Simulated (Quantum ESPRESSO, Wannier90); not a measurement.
## Wannier functions of CuI (P-3m1)

Cell from Materials Project (mp-570081), symmetrised, no further relaxation. Not found in the COD (Crystallography Open Database) copy used, which has the formula in other groups; not checked further. Method: PBEsol plane waves in Quantum ESPRESSO 7.5 (PseudoDojo norm-conserving files, 74 Ry, spinors with spin-orbit coupling), Bloch states on a 6×6×4 mesh through Γ, Wannier90 4.0.1. Density: 12×12×4 mesh, cold smearing 0.01 Ry. A non-magnetic state is assumed, with no Hubbard U; filled 3d bands tend to lie too high at this level. The cell is built of weakly bound layers, chains or molecules. Database cells relaxed without dispersion often hold them too far apart, which can enlarge gaps and weakens couplings between them; spacing and stacking were not compared with the measured crystal.

On the energy scale of pw.x, whose zero is arbitrary, the valence-band maximum lies at 6.74 eV.

Input w.win:

```
num_bands = 4
num_wann = 4
exclude_bands = 1-16,21-78
spinors = true
num_iter = 1000
conv_tol = 1.0e-6
conv_window = 4
write_hr = true
write_u_matrices = true
auto_projections = true
begin unit_cell_cart
ang
    4.1286200855    0.0000000000    0.0000000000
   -2.0643100427    3.5754898766    0.0000000000
    0.0000000000    0.0000000000    7.4781100000
end unit_cell_cart
begin atoms_frac
Cu  -0.3333333333  0.3333333333 -0.4100500000
Cu   0.3333333333 -0.3333333333  0.4100500000
I    0.3333333333 -0.3333333333 -0.2452500000
I   -0.3333333333  0.3333333333  0.2452500000
end atoms_frac
mp_grid = 6 6 4
begin kpoints
0.0000000000 0.0000000000 0.0000000000
0.0000000000 0.0000000000 0.2500000000
0.0000000000 0.0000000000 0.5000000000
... (141 more lines: the 6x6x4 mesh through Gamma)
end kpoints
```

Input of pw2wannier90.x that gives the overlap and projection files (equivalent; here they were cut from one run over all bands):

```
&inputpp
  outdir = './out'
  prefix = 'pwscf'
  seedname = 'w'
  write_amn = .true.
  write_mmn = .true.
  atom_proj = .true.
  atom_proj_exclude = 1 2 3 4 5 6 7 8 9 10 11 12 13 14 15 16 17 18 19 20 21 22 23 24 25 26 27 28 29 30 31 32 33 34 35 36 37 38 39 40 43 44 45 46 47 48 51 52 53 54 55 56
/
```

Output w.wout (banner and timings cut):

```
                                    ------
                                    SYSTEM
                                    ------

                              Lattice Vectors (Ang)
                    a_1     4.128620   0.000000   0.000000
                    a_2    -2.064310   3.575490   0.000000
                    a_3     0.000000   0.000000   7.478110

                   Unit Cell Volume:     110.39066  (Ang^3)

                        Reciprocal-Space Vectors (Ang^-1)
                    b_1     1.521861   0.878647  -0.000000
                    b_2     0.000000   1.757294   0.000000
                    b_3     0.000000  -0.000000   0.840210

 *----------------------------------------------------------------------------*
 |   Site       Fractional Coordinate          Cartesian Coordinate (Ang)     |
 +----------------------------------------------------------------------------+
 | cu   1  -0.33333   0.33333  -0.41005   |   -2.06431   1.19183  -3.06640    |
 | cu   2   0.33333  -0.33333   0.41005   |    2.06431  -1.19183   3.06640    |
 | i    1   0.33333  -0.33333  -0.24525   |    2.06431  -1.19183  -1.83401    |
 | i    2  -0.33333   0.33333   0.24525   |   -2.06431   1.19183   1.83401    |
 *----------------------------------------------------------------------------*
                                ------------
                                K-POINT GRID
                                ------------

             Grid size =  6 x  6 x  4      Total points =  144

 *---------------------------------- MAIN ------------------------------------*
 |  Number of Wannier Functions               :                 4             |
 |  Number of Objective Wannier Functions     :                 4             |
 |  Number of input Bloch states              :                 4             |
 |  Output verbosity (1=low, 5=high)          :                 1             |
 |  Timing Level (1=low, 5=high)              :                 1             |
 |  Optimisation (0=memory, 3=speed)          :                 3             |
 |  Length Unit                               :               Ang             |
 |  Post-processing setup (write *.nnkp)      :                 F             |
 |  Using Gamma-only branch of algorithms     :                 F             |
 *----------------------------------------------------------------------------*
 *------------------------------- WANNIERISE ---------------------------------*
 |  Total number of iterations                :              1000             |
 |  Number of CG steps before reset           :                 5             |
 |  Trial step length for line search         :             2.000             |
 |  Convergence tolerence                     :         0.100E-05             |
 |  Convergence window                        :                 4             |
 |  Iterations between writing output         :                 1             |
 |  Iterations between backing up to disk     :               100             |
 |  Write r^2_nm to file                      :                 F             |
 |  Write xyz WF centres to file              :                 F             |
 |  Write on-site energies <0n|H|0n> to file  :                 F             |
 |  Use guiding centre to control phases      :                 F             |
 |  Use phases for initial projections        :                 F             |
 *----------------------------------------------------------------------------*
 *-------------------------------- PLOTTING ----------------------------------*
 |  Plotting Hamiltonian in WF basis          :                 T             |
 *----------------------------------------------------------------------------*

       ... (k-mesh section left out)

 Starting a new Wannier90 calculation ...

 Reading overlaps from w.mmn

 Reading projections from w.amn

 *------------------------------- WANNIERISE ---------------------------------*
 +--------------------------------------------------------------------+<-- CONV
 | Iter  Delta Spread     RMS Gradient      Spread (Ang^2)            |<-- CONV
 +--------------------------------------------------------------------+<-- CONV

 ------------------------------------------------------------------------------
 Initial State
  WF centre and spread    1  (  2.064310, -1.191830, -1.966537 )     1.35931243
  WF centre and spread    2  (  2.064310, -1.191830, -1.966537 )     1.35931243
  WF centre and spread    3  ( -2.064310,  1.191830,  1.966537 )     1.35931243
  WF centre and spread    4  ( -2.064310,  1.191830,  1.966537 )     1.35931243
  Sum of centres and spreads (  0.000000,  0.000000,  0.000000 )     5.43724971

      0     0.544E+01     0.0000000000        5.4372497028  <-- CONV
        O_D=      0.0002317 O_OD=      0.0006924 O_TOT=      5.4372497 <-- SPRD
 ------------------------------------------------------------------------------
      1    -0.355E-05     0.0023206291        5.4372461556  <-- CONV
        O_D=      0.0002282 O_OD=      0.0006924 O_TOT=      5.4372462 <-- SPRD
      2    -0.141E-06     0.0004131730        5.4372460143  <-- CONV
        O_D=      0.0002281 O_OD=      0.0006923 O_TOT=      5.4372460 <-- SPRD
      3    -0.157E-07     0.0001426225        5.4372459986  <-- CONV
        O_D=      0.0002281 O_OD=      0.0006923 O_TOT=      5.4372460 <-- SPRD
      4    -0.841E-08     0.0000960777        5.4372459902  <-- CONV
        O_D=      0.0002281 O_OD=      0.0006923 O_TOT=      5.4372460 <-- SPRD
      5    -0.450E-09     0.0000284216        5.4372459898  <-- CONV
        O_D=      0.0002281 O_OD=      0.0006923 O_TOT=      5.4372460 <-- SPRD
             <<<     Delta < 1.000E-06  over  4 iterations     >>>
             <<< Wannierisation convergence criteria satisfied >>>
 Final State
  WF centre and spread    1  (  2.064310, -1.191830, -1.966537 )     1.35931150
  WF centre and spread    2  (  2.064310, -1.191830, -1.966537 )     1.35931150
  WF centre and spread    3  ( -2.064310,  1.191830,  1.966537 )     1.35931150
  WF centre and spread    4  ( -2.064310,  1.191830,  1.966537 )     1.35931150
  Sum of centres and spreads (  0.000000,  0.000000,  0.000000 )     5.43724600

         Spreads (Ang^2)       Omega I      =     5.436325551
        ================       Omega D      =     0.000228132
                               Omega OD     =     0.000692306
    Final Spread (Ang^2)       Omega Total  =     5.437245990
```
